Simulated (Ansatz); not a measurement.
The calculation used DFT PBE, scalar-relativistic, plane waves, PAW (Ansatz). All cells share a 420 eV cutoff and Γ-centred k meshes spaced at most about 0.3 Å⁻¹ (about 0.25 or finer for metals, 2π included). No spin polarisation in the final relaxations.

All energies are static (0 K, no zero-point motion). All come from trial cells, and lower structures may exist.

Question: These unrelaxed guesses for Sb5O are each relaxed within their symmetry. Order them by the energy at which they end, lowest first.
A.

```xyz
6
Lattice="6.2475 0.0000 0.0000 -3.1237 5.4105 0.0000 0.0000 0.0000 5.0244" Properties=species:S:1:pos:R:3 pbc="T T T"
Sb    3.1237    0.0000    2.5122
Sb    1.5619    2.7052    2.5122
Sb   -1.5619    2.7052    2.5122
Sb    0.0000    3.6070    0.0000
Sb    3.1237    1.8035    0.0000
O     0.0000    0.0000    0.0000
```

B.

```xyz
6
Lattice="0.0000 4.2042 4.2042 4.2042 0.0000 4.2042 4.2042 4.2042 0.0000" Properties=species:S:1:pos:R:3 pbc="T T T"
Sb    2.1021    2.1021    2.1021
Sb    5.2552    3.1531    3.1531
Sb    5.2552    5.2552    5.2552
Sb    3.1531    5.2552    3.1531
Sb    3.1531    3.1531    5.2552
O     0.0000    0.0000    0.0000
```

C.

```xyz
6
Lattice="4.4739 0.0000 0.0000 -2.2369 3.8745 0.0000 0.0000 0.0000 6.2705" Properties=species:S:1:pos:R:3 pbc="T T T"
Sb    0.0000    0.0000    1.8129
Sb    0.0000    0.0000    4.4577
Sb    2.2369    0.0000    0.0000
Sb   -1.1185    1.9372    0.0000
Sb    1.1185    1.9372    0.0000
O     0.0000    0.0000    3.1353
```

D.

```xyz
6
Lattice="-3.7874 3.7874 3.0887 3.7874 -3.7874 3.0887 3.7874 3.7874 -3.0887" Properties=species:S:1:pos:R:3 pbc="T T T"
Sb    0.0000    0.0000    3.0887
Sb    2.6122    0.0000    3.0887
Sb    1.1751    3.7874    0.0000
Sb    0.0000    2.6122    3.0887
Sb    3.7874    1.1751    0.0000
O     0.0000    0.0000    0.0000
```

Answer: D (ends in I4/mmm, 0 meV/atom), C (ends in P6/mmm, 94 meV/atom), A (ends in P6/mmm, 0.54 eV/atom), B (ends in F-43m, 0.59 eV/atom). Even the lowest end lies +0.08 eV/atom against the elements.

These runs have no spin–orbit coupling, which can matter for Sb. A magnetic state wasn't ruled out in cells without spin, among them P6/mmm at 39.4 Å³/atom, P6/mmm at 28.2 Å³/atom, F-43m. Cells relaxed within their symmetry can be saddle points. Some candidate types were left out of the draw beforehand, so a known form may be missing.
